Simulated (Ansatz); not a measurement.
Here is an unrelaxed guess for ScSi4O.

```yaml
crystal:
  lattice:
    - [0.00000, 3.58775, 3.58775]
    - [3.58775, 0.00000, 3.58775]
    - [3.58775, 3.58775, 0.00000]
  atoms:
    - { symbol: Sc, position: [0.00000, 0.00000, 0.00000] }
    - { symbol: Si, position: [0.87491, 0.37503, 0.37503] }
    - { symbol: Si, position: [0.37503, 0.37503, 0.37503] }
    - { symbol: Si, position: [0.37503, 0.87491, 0.37503] }
    - { symbol: Si, position: [0.37503, 0.37503, 0.87491] }
    - { symbol: O, position: [0.75000, 0.75000, 0.75000] }
```

Method: Ansatz 0.2.0, DFT PBE, scalar-relativistic, plane waves, PAW. Plane waves to 420 eV, a k mesh through Γ of 4×4×4 on the computed 6-atom cell and Gaussian smearing (0.10 eV); no spin polarisation.

The zero of energy is the elements' standard structures at the same level (O₂ as a molecule); no fitted shifts are applied.

Task: How far from equilibrium is it?

Result: The pressure is -6.8 GPa (it wants to contract), the largest force is 0.54 eV/Å, and the energy is −0.06 eV/atom against the elements. The shortest distance is 2.54 Å.

Task: Is it a good guess?

Result: A good one: relaxing gains under 0.1 eV/atom (the start's value is from the coarse mesh, so the gain is rough) in 8 ionic steps and ends at −0.08 eV/atom on the finer mesh. The symmetry stays F-43m (No. 216). The volume per atom shrinks by 6.6 %, from 15.4 to 14.4 Å³. The shortest distance goes from 2.54 Å (Si–Si) to 2.45 Å (Si–Si). Conventional cell: a = 7.015 Å. Sc has 12 Si at 2.91 Å and 4 O at 3.04 Å; around Si lie 6 Si at 2.45–2.51 Å, 3 O at 2.91 Å and 3 Sc at 2.91 Å; O has 12 Si at 2.91 Å and 4 Sc at 3.04 Å.

The last run used a 10×10×10 mesh for its 6-atom cell and Gaussian smearing of 0.10 eV. The relaxation can't lower the symmetry of the start, and the grade says only how near the guess is to its own end. A structure relaxed within its symmetry needn't be a true minimum. Another cell of ScSi4O relaxed alike, in P6/mmm, lies 15 meV/atom lower, so this cell isn't the stable form at this level.
